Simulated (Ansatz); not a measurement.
Te$_{2}$Mo (P-3m1), two-dimensional strain map

All numbers below come from DFT r2SCAN, scalar-relativistic, plane waves, PAW in Ansatz 0.2.0. Cutoff 500 eV, Γ-centred 12×12×2 k-points, Gaussian smearing of 0.05 eV. No spin polarisation. Energies are free energies at this smearing, counted from the undisturbed cell; pressure is positive in compression.

The undisturbed cell (relaxed at this level; this form isn't the usual structure):

```
CELL_PARAMETERS angstrom
3.56239 0.00000 0.00000
-1.78119 3.08512 0.00000
0.00000 0.00000 24.73015
ATOMIC_POSITIONS crystal
Te 0.33333 0.66667 0.07653
Te 0.66667 0.33333 0.77876
Te 0.66667 0.33333 0.92347
Te 0.33333 0.66667 0.22124
Mo 0.33333 0.66667 0.85107
Mo 0.66667 0.33333 0.14893
```

The cell holds layers and no dispersion correction was added, so their binding is poorly described.

The cell is strained by p along both x and y and by q along z, fractional coordinates fixed. Points are written (p, q).

Energy above the undisturbed cell in meV/atom (a dash: not computed):

```
 p \ q  -0.080  -0.040  0.000  0.040  0.080
-0.080   596.5   385.8  256.7  195.8  191.1
-0.040   269.6       –   57.6      –      –
 0.000   113.0       –    0.0      –      ?
 0.080       ?       –      ?      –  339.6
```

(1) Fill in the withheld energies.

Answers

(1) (0.000, 0.080): 86.7; (0.080, -0.080): 150.3; (0.080, 0.000): 170.9.

Cost: 13 runs of about 12 core-minutes in all, on Arm Neoverse V2 (shared hosts).